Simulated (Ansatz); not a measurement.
FeNi3 (Cu3Au type, space group No. 221), DFT-r²SCAN in the program Ansatz with PAW potentials, all energies at zero smearing, with the estimated change up to a 700 eV cutoff added, with one set of potentials and settings (totals compare only within such a set). Cell of 4 atoms (1 Fe, 3 Ni): -22022.293 eV.

| element | reference phase | E (eV/atom) |
|---|---|---|
| Fe | Im-3m, 1 atoms in the cell, spin-polarised | -4485.8961 |
| Ni | Fm-3m, 1 atoms in the cell, spin-polarised | -5845.2912 |

Formation energy per atom, worked out: (-22022.293 − 1×(-4485.8961) − 3×(-5845.2912))/4 = -0.131 eV/atom (-13 kJ per mol of atoms), at 0 K, without zero-point energy or fitted corrections.

Space group Pm-3m (Cu3Au type). Symmetry was held in the r²SCAN relaxation. Magnetic state: ferromagnetic, chosen from 5 collinear starts compared on coarse meshes (ties went to the first, and starts can fall back to one state), not a proven ground state. Textbook magnetic order: ferromagnetic. Other orbital occupations within this spin state were not tried. The references are the lowest solids computed at this level, not always the standard phases.

Potentials: the later of the program's two PAW sets.
